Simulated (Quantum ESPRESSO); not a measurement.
AlInGa₂P₄ (made-up cell) (calculated)

Calculation on a made-up crystal cell, not a measurement: periodic Kohn-Sham density functional theory in plane waves with PseudoDojo standard norm-conserving scalar-relativistic pseudopotentials, each functional with its own files (v0.5 for PBE, v0.4.1 for LDA and PBEsol), no spin polarisation, no spin-orbit coupling, atoms not relaxed, stress positive in tension, energies less a fixed whole-eV offset for each atom's element; levels are Kohn-Sham levels at fractions of this cell's reciprocal vectors, counted from the reference band (half the neutral cell's valence electrons, rounded up) at Gamma; error bars cover cutoff and k-mesh only, not smearing or the files; added strain carries the atoms with the cell, and shear is the tensor component; each bar is the largest change over components, and at least 0.002 eV, 0.002 eV per angstrom or 0.02 GPa; energies are for the whole cell, and the offsets were chosen from early runs and are not element reference energies. Program: Quantum ESPRESSO 7.5.

Common to all runs: lattice type zincblende/diamond; functional pbe; cutoff 1088 eV; fermi dirac smearing 0.025 eV; scf tolerance 1e-07 eV; electrons removed 0; k mesh 4 x 4 x 4, shifted by half a step.

(1) AlInGa₂P₄ (made-up cell)

```
AlInGa2P4
1.0
      5.6149     0.0253    -0.0021
      0.0253     5.5544    -0.0340
     -0.0021    -0.0340     5.6800
Al Ga In Ga P
1 1 1 1 4
Direct
  0.00834 0.00520 -0.01143
  0.00059 0.49156 0.49289
  0.49814 -0.00635 0.48675
  0.50396 0.49344 -0.00589
  0.24495 0.23482 0.25299
  0.25421 0.74584 0.74273
  0.74743 0.25803 0.73615
  0.73743 0.73521 0.24358
```

It finds free energy less offsets -1.575 eV; smearing term minus ts 0 eV; scf iterations 10; pressure 1.527 GPa; stress xx -1.491 GPa; stress yy -2.257 GPa; stress zz -0.8333 GPa; stress yz -1.259 GPa; stress xz -0.1346 GPa; stress xy 1.42 GPa; error bar energy 0.007702 eV; error bar stress 0.02 GPa; error bar force 0.002 eV/Å; error bars from tighter rerun of a related cell.

Atoms:
| atoms element | atom site | atom energy offset (eV) |
| --- | --- | --- |
| Al | 1 | -64 |
| Ga | 2 | -2080 |
| In | 3 | -1808 |
| Ga | 4 | -2080 |
| P | 5 | -189 |
| P | 6 | -189 |
| P | 7 | -189 |
| P | 8 | -189 |

Forces:
| site | x (eV/Å) | y (eV/Å) | z (eV/Å) |
| --- | --- | --- | --- |
| 1 | -0.7755 | -0.5095 | -0.00929 |
| 2 | -0.1105 | 0.457 | 0.006964 |
| 3 | 0.3827 | -0.123 | 0.9014 |
| 4 | -0.5818 | -0.1173 | 0.02114 |
| 5 | -0.896 | 1.573 | -1.681 |
| 6 | -1.001 | -0.8135 | 0.9401 |
| 7 | 0.9666 | -0.07524 | 1.028 |
| 8 | 2.015 | -0.391 | -1.207 |

(2) AlInGa₂P₄ (made-up cell)

```
AlInGa2P4
1.0
      5.6149     0.0253    -0.0021
      0.0253     5.5544    -0.0340
     -0.0021    -0.0340     5.6800
Al Ga In Ga P
1 1 1 1 4
Direct
  0.00834 0.00520 -0.01143
  0.00059 0.49156 0.49289
  0.49814 -0.00635 0.48675
  0.50396 0.49344 -0.00589
  0.24495 0.23482 0.25299
  0.25421 0.74584 0.74273
  0.74743 0.25803 0.73615
  0.73740 0.74176 0.24362
```

Results for AlInGa₂P₄ (made-up cell): free energy less offsets -1.553 eV; smearing term minus ts 0 eV; scf iterations 10; pressure 1.581 GPa; stress xx -1.573 GPa; stress yy -2.273 GPa; stress zz -0.8956 GPa; stress yz -1.357 GPa; stress xz 0.119 GPa; stress xy 1.571 GPa; error bar energy 0.007702 eV; error bar stress 0.02 GPa; error bar force 0.002 eV/Å; error bars from tighter rerun of a related cell.

Atoms:
| atoms element | atom site | atom energy offset (eV) |
| --- | --- | --- |
| Al | 1 | -64 |
| Ga | 2 | -2080 |
| In | 3 | -1808 |
| Ga | 4 | -2080 |
| P | 5 | -189 |
| P | 6 | -189 |
| P | 7 | -189 |
| P | 8 | -189 |

Forces:
| site | x (eV/Å) | y (eV/Å) | z (eV/Å) |
| --- | --- | --- | --- |
| 1 | -0.7593 | -0.4661 | -0.02466 |
| 2 | -0.1491 | 0.5243 | -0.03003 |
| 3 | 0.2377 | 0.01083 | 1.052 |
| 4 | -0.5133 | -0.02398 | 0.09752 |
| 5 | -0.8977 | 1.611 | -1.681 |
| 6 | -1.001 | -0.8224 | 0.9381 |
| 7 | 0.9671 | -0.03929 | 1.03 |
| 8 | 2.116 | -0.7946 | -1.381 |

(3) AlInGa₂P₄ (made-up cell)

```
AlInGa2P4
1.0
      5.6149     0.0253    -0.0021
      0.0253     5.5544    -0.0340
     -0.0021    -0.0340     5.6800
Al Ga In Ga P
1 1 1 1 4
Direct
  0.00834 0.00520 -0.01143
  0.00059 0.49156 0.49289
  0.49814 -0.00635 0.48675
  0.50396 0.49344 -0.00589
  0.24495 0.23482 0.25299
  0.25421 0.74584 0.74273
  0.74743 0.25803 0.73615
  0.73738 0.74595 0.24365
```

Results for AlInGa₂P₄ (made-up cell): free energy less offsets -1.532 eV; smearing term minus ts 0 eV; scf iterations 10; pressure 1.627 GPa; stress xx -1.643 GPa; stress yy -2.282 GPa; stress zz -0.9547 GPa; stress yz -1.421 GPa; stress xz 0.2832 GPa; stress xy 1.669 GPa; error bar energy 0.007702 eV; error bar stress 0.02 GPa; error bar force 0.002 eV/Å; error bars from tighter rerun of a related cell.

Atoms:
| atoms element | atom site | atom energy offset (eV) |
| --- | --- | --- |
| Al | 1 | -64 |
| Ga | 2 | -2080 |
| In | 3 | -1808 |
| Ga | 4 | -2080 |
| P | 5 | -189 |
| P | 6 | -189 |
| P | 7 | -189 |
| P | 8 | -189 |

Forces:
| site | x (eV/Å) | y (eV/Å) | z (eV/Å) |
| --- | --- | --- | --- |
| 1 | -0.7475 | -0.4367 | -0.03582 |
| 2 | -0.1713 | 0.5654 | -0.05159 |
| 3 | 0.1391 | 0.09883 | 1.154 |
| 4 | -0.4727 | 0.03351 | 0.1426 |
| 5 | -0.899 | 1.636 | -1.681 |
| 6 | -1.001 | -0.828 | 0.9368 |
| 7 | 0.9675 | -0.01625 | 1.031 |
| 8 | 2.185 | -1.053 | -1.496 |
